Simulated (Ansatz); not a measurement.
LaGePt:
```yaml
crystal:
  lattice:
    - [-2.14467, 2.14467, 7.52028]
    - [2.14467, -2.14467, 7.52028]
    - [2.14467, 2.14467, -7.52028]
  atoms:
    - { symbol: La, position: [0.74969, 0.24969, 0.50000] }
    - { symbol: La, position: [0.99969, 0.99969, 0.00000] }
    - { symbol: Ge, position: [0.16904, 0.66904, 0.50000] }
    - { symbol: Ge, position: [0.41904, 0.41904, 0.00000] }
    - { symbol: Pt, position: [0.33526, 0.83526, 0.50000] }
    - { symbol: Pt, position: [0.58526, 0.58526, 0.00000] }
```

Relaxed with r²SCAN. Special points in fractions of this cell's reciprocal vectors: Γ (0.000, 0.000, 0.000); X (0.000, 0.000, 0.500); P (0.250, 0.250, 0.250); N (0.000, 0.500, 0.000); M (0.500, 0.500, -0.500); S (0.270, 0.730, -0.270); S0 (-0.270, 0.270, 0.270); R (-0.041, 0.041, 0.500); G (0.500, 0.500, -0.041).

### Question
List the band energies nearest the Fermi level at these points for r²SCAN (plane waves, PAW; program Ansatz).

### Answer
In eV from the Fermi level; about four levels below and three above (degenerate sets whole), none deeper than 8.9 eV; points with the same levels are listed once.

```tsv
k	below	above
Γ	-3.28 -2.95 -0.39 -0.39	0.39 0.40 0.40
X	-1.49 -1.49 -0.69 -0.69	0.26 0.26 2.37 2.37
P	-1.49 -1.49 -0.71 -0.71	0.29 0.29 2.36 2.36
N	-2.51 -0.98 -0.90 -0.44	0.93 1.00 1.55
M	-1.78 -1.78 -0.43 -0.43	0.45 0.45 0.99 0.99
S	-2.08 -1.50 -0.94 -0.02	0.48 1.18 1.73
R	-1.44 -1.44 -0.69 -0.69	0.28 0.28 2.36 2.36
```

Space group I4_1md. The workflow started from a Materials Project entry (that database holds measured and hypothetical structures alike); the Crystallography Open Database copy checked does not list it. With Ge and Pt taken as one species the cell has the higher symmetry I4_1/amd, so it may be an ordered model of a mixed-site phase. Its standing as an ambient phase is unchecked. The cell was relaxed with r²SCAN under the symmetry of its start; its stability against distortions is not shown here. No spin polarisation was allowed. Scalar-relativistic: spin–orbit coupling is off unless named, which matters more the heavier the elements.

Potentials: the later of the program's two PAW sets.
